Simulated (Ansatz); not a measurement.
K₂PtCl₄:
```xyz
7
Lattice="7.0332 0.0000 0.0000 0.0000 7.0332 0.0000 0.0000 0.0000 4.1277" Properties=species:S:1:pos:R:3 pbc="T T T"
K      0.0000     3.5166     2.0639
K      3.5166     0.0000     2.0639
Pt     0.0000     0.0000     0.0000
Cl     1.6371     5.3961     0.0000
Cl     5.3961     1.6371     0.0000
Cl     1.6371     1.6371     0.0000
Cl     5.3961     5.3961     0.0000
```

r²SCAN (plane waves, PAW; program Ansatz) gives a gap of 2.17 eV without spin–orbit coupling, maximum at X, minimum at M.

Q: What happens when spin–orbit coupling is switched on?

A: The gap decreases by 0.25 eV, to 1.92 eV; maximum at M, minimum at M.

Q: Give the electron effective mass with spin–orbit coupling.

A: 0.67, 0.67, 5.9 mₑ (principal values).

Q: Give the hole effective mass with spin–orbit coupling.

A: 3.3, 4.1, 4.1 mₑ (principal values).

Space group P4/mmm. The first step of the workflow began from a Materials Project structure, measured or hypothetical; the Crystallography Open Database files this formula in space group No. 123, but the cells were not matched. Its standing as an ambient phase is unchecked. The r²SCAN relaxation kept the symmetry of its start; its stability against distortions is not shown here. No spin polarisation was allowed.

Potentials: the later of the program's two PAW sets.
